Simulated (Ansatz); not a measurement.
An ordered 8-atom cell of In3GaP4 on the zincblende lattice, 8 atoms and 72 valence electrons in a cell of about 195 Å³, was run 7 times in Ansatz 0.2.0, each time on 4 threads of Intel(R) Xeon(R) 6975P-C (Granite Rapids) (shared host).

```csv
run,k mesh,irreducible k,cutoff (eV),plane waves,bands,SCF iterations,wall time,peak host memory (GiB)
"relaxation, PBE",8×8×8,65,420,3843,44,44,42 s,0.89
"relaxation, r2SCAN",6×6×6,32,500,4957,44,33,28 s,1.1
"bands, PBE",8×8×8,65,420,3795,42,8,9.6 s,0.82
"single point, r2SCAN",8×8×8,65,500,4957,42,8,14 s,1.2
"single point, HSE06",4×4×4,13,420,3795,42,21,120 s,4.1
"single point, PBE+SOC",8×8×8,65,420,3795,84,9,53 s,2.7
"single point, PBE0",4×4×4,13,420,3795,42,21,2 min,4.1
```

The slowest run (single point, PBE0) took about 13 times as long as the quickest (bands, PBE).

Only the levels marked +SOC include spin-orbit coupling.
